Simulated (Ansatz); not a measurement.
ZrB$_{2}$:
```
CELL_PARAMETERS angstrom
      3.15480     0.00000     0.00000
     -1.57740     2.73214     0.00000
      0.00000     0.00000     3.50654
ATOMIC_POSITIONS crystal
  Zr 0.00000 0.00000 0.00000
  B  0.33333 0.66667 0.50000
  B  0.66667 0.33333 0.50000
```

Relaxed with PBEsol. Special points in fractions of this cell's reciprocal vectors: Γ (0.000, 0.000, 0.000); M (0.500, 0.000, 0.000); K (0.333, 0.333, 0.000); A (0.000, 0.000, 0.500); L (0.500, 0.000, 0.500); H (0.333, 0.333, 0.500).

**Question.** List the band energies nearest the Fermi level at these points for DFT-PBEsol in the program Ansatz with PAW potentials.

**Answer.** In eV from the Fermi level; about four levels below and three above (degenerate sets whole), none deeper than 8.9 eV; points with the same levels are listed once.

```
k                          below                above
-  -----------------------------  -------------------
Γ        -2.67 -2.67 -2.65 -2.28  3.47 3.47 4.31 4.31
M        -8.45 -3.94 -3.06 -2.75       2.30 2.35 5.04
K  -7.74 -7.74 -7.00 -2.48 -2.48       1.60 1.60 3.18
A              -7.01 -0.95 -0.95  0.30 0.30 0.79 0.79
L        -6.96 -4.68 -4.19 -1.94       3.86 4.17 5.44
H  -8.79 -8.79 -4.92 -2.67 -2.67       4.20 6.23 6.23
```

Space group P6/mmm. The PBEsol relaxation kept the symmetry of its start; of distortions, only those at the zone centre were tested. No spin polarisation was allowed. Scalar-relativistic: spin–orbit coupling is off unless named, which matters more the heavier the elements.

Potentials: the later of the program's two PAW sets.
